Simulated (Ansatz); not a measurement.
**TiRe: energy along a strain**

TiRe, Pm-3m, a = 3.118 Å (as given, not relaxed at this level: -3.2 GPa). The structure is a COD entry; whether it is the stable form wasn't checked. Ansatz: r2SCAN, PAW, 500 eV, Γ-centred 16×16×16 mesh on 2 atoms, Gaussian smearing 0.15 eV; no spin polarisation. Cell vectors (Å): 3.118 0.000 0.000; 0.000 3.118 0.000; 0.000 0.000 3.118. The cell is strained by x per cent times the pattern (0 0 0 0 1 0) in the order xx yy zz yz xz xy (engineering shears), with fractional coordinates held. y is the free energy over the start, V0 = 15.156 Å³/atom. Symmetry makes y even in x. Points with a strain past 8.5 % were computed too (4) and aren't used here.

| x (%) | y (meV/atom) |
| --- | --- |
| -7.50 | 17.79 |
| 0.00 | 0.00 |
| 1.87 | 0.92 |
| 3.75 | 3.97 |
| 5.62 | ? |

Task: Fit y = c2 x² + c4 x⁴ to the other rows, get the stiffness along the pattern, and predict the missing energy.

Result: Least squares on the rows shown. y = 0.26998 x² + 0.00082300 x⁴. The clamped-ion stiffness p·C·p = 2 × 2.700 eV × 160.2 / 15.156 Å³ = 57 GPa, which is C55 in these axes (C44 of the cubic crystal) (second derivative at the start, which stands under stress). At x = 5.62 the fit asked for gives 9.35 meV/atom. The run gave 9.48 meV/atom, so the fit is 0.13 meV/atom too low, a small miss on the scale of the series.

Spin–orbit coupling is left out, which can shift energies with elements as heavy as these.